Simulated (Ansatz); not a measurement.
Starting cell, SnO2 (rutile):

```yaml
crystal:
  lattice:
    - [4.82755, 0.00000, 0.00000]
    - [0.00000, 4.82755, 0.00000]
    - [0.00000, 0.00000, 3.23815]
  atoms:
    - { symbol: Sn, position: [0.00000, 0.00000, 0.00000] }
    - { symbol: Sn, position: [0.50000, 0.50000, 0.50000] }
    - { symbol: O, position: [0.30658, 0.30658, 0.00000] }
    - { symbol: O, position: [0.80658, 0.19342, 0.50000] }
    - { symbol: O, position: [0.19342, 0.80658, 0.50000] }
    - { symbol: O, position: [0.69342, 0.69342, 0.00000] }
```

In this cell atom 5 (O, nearest neighbour Sn at 2.089 Å; its periodic images, 3.2 Å or more away, move with it) is moved by s along Cartesian x, unit vector (1.000, 0.000, 0.000); all other atoms and the cell stay fixed.

Method: PBE (plane waves to 420 eV, PAW, scalar-relativistic; Ansatz, a first-principles code). k mesh 6×6×8 (Γ-centred), Fermi-Dirac smearing 0.05 eV. Energies are smeared free energies. SnO2 was relaxed with its symmetry unable to fall. The zero of ΔE is the undisplaced structure.

```
s (Å)   ΔE (meV/cell)
------  -------------
-0.420            923
-0.336            607
-0.252            351
-0.168            160
-0.084             41
0.000               0
0.084              43
0.168        withheld
0.252             399
0.336             723
0.420            1152
```

**Question.** Fit a polynomial form (powers 2, 3, 4) to the given rows and predict ΔE at s = 0.168.

**Answer.** Least squares on the 10 given rows: ΔE = (5915)·s² + (1540)·s³ + (-195.5)·s⁴, in meV/cell with s in Å; root-mean-square residual 0.5 meV/cell. At 0.168 the fit gives 174 meV/cell; the calculation gives 174 meV/cell, the same to the digits shown. The quadratic term alone would give 167 meV/cell.

(A displaced cell: forces are minus the slopes of the energy, force constants its curvatures, and phonons follow from these.)
